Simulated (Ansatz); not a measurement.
## Ir: energy along a strain

Ir, Fm-3m, a = 3.839 Å (as given, not relaxed at this level: -2.6 GPa). Ansatz: PBEsol, PAW, 420 eV, Γ-centred 22×22×22 mesh on 1 atom, Gaussian smearing 0.15 eV; no spin polarisation. Cell vectors (Å): 0.000 1.920 1.920; 1.920 0.000 1.920; 1.920 1.920 0.000. The cell is strained by x per cent times the pattern (0 0 1 0 0 0) in the order xx yy zz yz xz xy (engineering shears), with fractional coordinates held. y is the free energy over the start, V0 = 14.149 Å³/atom.

```tsv
x (%)	y (meV/atom)
-6.00	?
-4.50	51.24
-3.00	19.59
-1.50	2.97
0.00	0.00
1.50	9.41
3.00	30.02
4.50	60.71
5.25	79.50
6.00	100.41
```

Problem. Fit y = c1 x + c2 x² + c3 x³ to the other rows, get the stiffness along the pattern, and predict the missing energy.

Solution. Least squares on the rows shown. y = 2.2545 x + 2.7641 x² − 0.058717 x³. The clamped-ion stiffness p·C·p = 2 × 27.64 eV × 160.2 / 14.149 Å³ = 626 GPa, which is C33 in these axes (C11 of the cubic crystal) (second derivative at the start, which stands under stress). At x = -6.00 the fit asked for gives 98.66 meV/atom. The run gave 99.36 meV/atom, so the fit is 0.70 meV/atom too low, 0.7 % of the span of the series, against an rms of 0.06 meV/atom on the fitted rows. The row lies outside the fitted range. With a term in x⁴ added, a fit to the same known rows predicts 99.32 meV/atom, so most of the miss is curvature that the known rows already hold.

Spin–orbit coupling is left out, which can shift energies with elements as heavy as these.